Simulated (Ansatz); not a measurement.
Calculated Ru-101 nuclear quadrupole resonance for Ru

Cell: an entry of the Crystallography Open Database (COD) whose atoms were relaxed with PBE, the cell held.

```xyz
2
Lattice="2.7058 0.0000 0.0000 -1.3529 2.3433 0.0000 0.0000 0.0000 4.2819" Properties=species:S:1:pos:R:3 pbc="T T T"
Ru    0.0000    1.5622    1.0705
Ru    1.3529    0.7811    3.2114
```

Atoms are numbered from 1 in the order listed; like atoms form one site, named after its first atom.

All values are calculated (Ansatz; DFT, PBE, plane waves and PAW, with spin–orbit coupling, 420 eV cutoff, Γ-centred 20×20×11 k-points, Fermi–Dirac smearing 0.05 eV), not measured.

Ru-101: I = 5/2, Q = 457.0 mb (year-2017 value). Static lattice, zero field.

Problem. At which frequencies do the Ru-101 NQR lines lie?

Solution. For I = 5/2 and η = 0 the lines are 3|C_Q|/20 and twice that; η pulls their ratio below 2.

```json
{"site": "Ru", "atoms": "1, 2", "V_zz (10²¹ V/m²)": "-1.19", "C_Q (MHz)": "-13.1", "η": "0.00", "line frequencies (MHz)": "1.97, 3.93"}
```

Problem. And for Ru-99 (I = 5/2, Q = 79.00 mb) on Ru?

Solution. C_Q scales with Q to -2.27 MHz, with lines at 0.340, 0.680 MHz.

An axis of threefold or higher order runs through Ru, so V_zz lies along it and η is zero.

At this cell the principal stresses reach 5 GPa in size with PBE, which can matter for small gradients. The run finds no gap above 0.1 eV (a metal, or nearly one), so the gradients can move by 10 % or more with the k-mesh. With these PAW files V_zz is typically within 2 to 3 % of all-electron values, but misses above 10 % occur on Ru.

The run took 27 s of wall time (27 s of CPU time) and 0.8 GiB at its peak, on 1 thread of Intel Xeon 6975P-C (Granite Rapids) (x86_64; 16 cores open to the job, memory cap 3.0 GiB, no GPU), a shared host with a load of 0.1 a core.
